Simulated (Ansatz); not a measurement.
Calculated quadrupolar parameters for CaNb₂Te₄Cl₁₀O

The cell is a computed structure from the Materials Project (it need not be an observed phase), atoms as given.

```yaml
crystal:
  lattice:
    - [6.94266, 0.00000, 0.00000]
    - [-2.85868, 8.69587, 0.00000]
    - [-0.59605, -1.37101, 9.51343]
  atoms:
    - { symbol: Ca, position: [0.85340, 0.04233, 0.34025] }
    - { symbol: Nb, position: [0.46826, 0.62270, 0.36830] }
    - { symbol: Nb, position: [0.50359, 0.36062, 0.64429] }
    - { symbol: Te, position: [0.80100, 0.91321, 0.83699] }
    - { symbol: Te, position: [0.92967, 0.19348, 0.01490] }
    - { symbol: Te, position: [0.06957, 0.80871, 0.98976] }
    - { symbol: Te, position: [0.24269, 0.10257, 0.14359] }
    - { symbol: Cl, position: [0.53369, 0.17074, 0.79162] }
    - { symbol: Cl, position: [0.58167, 0.49084, 0.18044] }
    - { symbol: Cl, position: [0.15738, 0.18060, 0.55284] }
    - { symbol: Cl, position: [0.84105, 0.52531, 0.72303] }
    - { symbol: Cl, position: [0.36054, 0.49266, 0.80373] }
    - { symbol: Cl, position: [0.63578, 0.21668, 0.45189] }
    - { symbol: Cl, position: [0.12336, 0.49903, 0.26966] }
    - { symbol: Cl, position: [0.38021, 0.79724, 0.53165] }
    - { symbol: Cl, position: [0.83638, 0.77624, 0.43911] }
    - { symbol: Cl, position: [0.49987, 0.84140, 0.20072] }
    - { symbol: O, position: [0.47818, 0.48710, 0.49581] }
```

Atoms are numbered from 1 in the order listed; like atoms form one site, named after its first atom.

Level of theory: DFT, r2SCAN, plane waves and PAW, scalar-relativistic, 500 eV cutoff, Γ-centred 5×4×4 k-points, Fermi–Dirac smearing 0.05 eV (Ansatz 0.2.0).

C_Q = eQV_zz/h, which is 24.18 MHz for Q = 1 b and V_zz = 10²¹ V/m²; η = (V_xx − V_yy)/V_zz.

⁴³Ca: I = 7/2, Q = -40.80 mb; ⁹³Nb: I = 9/2, Q = -320.0 mb; ³⁵Cl: I = 3/2, Q = -81.12 mb; O-17: I = 5/2, Q = -25.58 mb. Q values from Pyykkö, Mol. Phys. 116, 1328 (2018).

**Question.** Give the quadrupolar parameters of the distinct sites.

**Answer.** 

```csv
site,atoms (order as listed),first shell,"V_xx, V_yy, V_zz (10²¹ V/m²)",η,C_Q (MHz)
Ca,1,"4 Cl at 2.69–2.73 Å, 2 Te at 3.34–3.57 Å","-0.012, -1.83, 1.84",0.99,-1.82
Nb2,2,"1 O at 1.86 Å, 5 Cl at 2.36–2.68 Å","-2.10, -2.83, 4.94",0.15,-38.2
Nb3,3,"1 O at 1.97 Å, 5 Cl at 2.30–2.53 Å","2.36, 6.24, -8.61",0.45,66.6
Te4,4,"2 Te at 2.77 Å, angle 90°","31.8, 56.0, -87.8",0.28,–
Te5,5,"2 Te at 2.77–2.83 Å, angle 89°","30.9, 55.0, -85.9",0.28,–
Te6,6,"2 Te at 2.77–2.78 Å, angle 90°","31.5, 58.6, -90.1",0.30,–
Te7,7,"2 Te at 2.78–2.83 Å, 1 Ca at 3.34 Å","29.2, 52.6, -81.8",0.29,–
Cl8,8,1 Nb at 2.42 Å,"-3.58, -4.78, 8.37",0.14,-16.4
Cl9,9,1 Nb at 2.37 Å,"-2.88, -4.84, 7.71",0.25,-15.1
Cl10,10,"1 Nb at 2.49 Å, 1 Ca at 2.73 Å, angle 152°","-4.39, -6.28, 10.66",0.18,-20.9
Cl11,11,1 Nb at 2.38 Å,"-2.95, -6.02, 8.97",0.34,-17.6
Cl12,12,1 Nb at 2.30 Å,"-2.91, -4.12, 7.03",0.17,-13.8
Cl13,13,"1 Nb at 2.53 Å, 1 Ca at 2.70 Å, angle 157°","-4.56, -6.25, 10.81",0.16,-21.2
Cl14,14,1 Nb at 2.39 Å,"-3.65, -5.31, 8.96",0.19,-17.6
Cl15,15,1 Nb at 2.36 Å,"-1.96, -5.29, 7.25",0.46,-14.2
Cl16,16,"1 Nb at 2.51 Å, 1 Ca at 2.69 Å, angle 100°","-1.99, -6.92, 8.90",0.55,-17.5
Cl17,17,"1 Nb at 2.68 Å, 1 Ca at 2.72 Å, angle 95°","0.35, 7.21, -7.56",0.91,14.8
O,18,"2 Nb at 1.86–1.97 Å, angle 175°","-0.019, -1.73, 1.75",0.98,-1.08
```

The structure holds Te–Te bonds (2.77 Å). At Cl8, Cl9, Cl11, Cl12, Cl14 and Cl15 V_zz points along its bond to Nb (within 12°) in each case. At Te4, Te5 and Te6 V_zz stands upright on the plane of its two bonds (within 4°) in each case. At Cl10, Cl13 and Cl16 V_zz points along the shorter of its two bonds, to Nb (within 6°) in each case.

Te has no stable isotope with a ground-state quadrupole moment in the table, so no C_Q is given.

The largest force is 0.6 eV/Å, so the atoms aren't at the calculated equilibrium and relaxing them would move these values. With no gap above 0.1 eV, as in a metal, the gradients converge slowly in k; expect changes of a tenth or more on a denser mesh. Without spin–orbit coupling the gradients at and beside Te can be off by some per cent, at some sites by more. Semilocal functionals can leave a metal where correlation in the d or f shell opens a gap in the real compound, and that would change the values at and beside Nb. Where η is near 1 the sign of V_zz means little.

The run took 14 min of wall time (28 min of CPU time) and 3.4 GiB at its peak, on 2 threads of Arm Neoverse N1 (aarch64; 8 cores open to the job, memory cap 5.0 GiB, no GPU), a shared host with a load of 0.2 a core.
